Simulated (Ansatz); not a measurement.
A: BaTiO3 (tetragonal-perovskite type, space group P4mm), a = 3.9855 Å, b = 3.9855 Å, c = 4.2013 Å, α = 90.00°, β = 90.00°, γ = 90.00°
B: Mg₃Sb₂ (A-La2O3 type, space group P-3m1), a = 4.5959 Å, b = 4.5959 Å, c = 7.2716 Å, α = 90.00°, β = 90.00°, γ = 120.00°
C: Se (trigonal-Se type, space group P3_121), a = 4.5345 Å, b = 4.5345 Å, c = 5.0415 Å, α = 90.00°, β = 90.00°, γ = 120.00°

Scan: energy against volume (even scaling of the relaxed cell, symmetry kept). All come from one method, each on a k mesh of its own. All were relaxed with their symmetry unable to fall. BaTiO3 is run without spin polarisation. Spin-orbit coupling is left out.

Rank these by bulk modulus at fixed cell shape (fitted) (lowest first), as PBE (plane waves to 420 eV, PAW, scalar-relativistic; Ansatz, a first-principles code) gives it.

C (13.8 GPa), B (41.8 GPa), A (125 GPa)

(A scan under strain: stresses follow from slopes of the energy per volume, elastic moduli from its curvatures.)
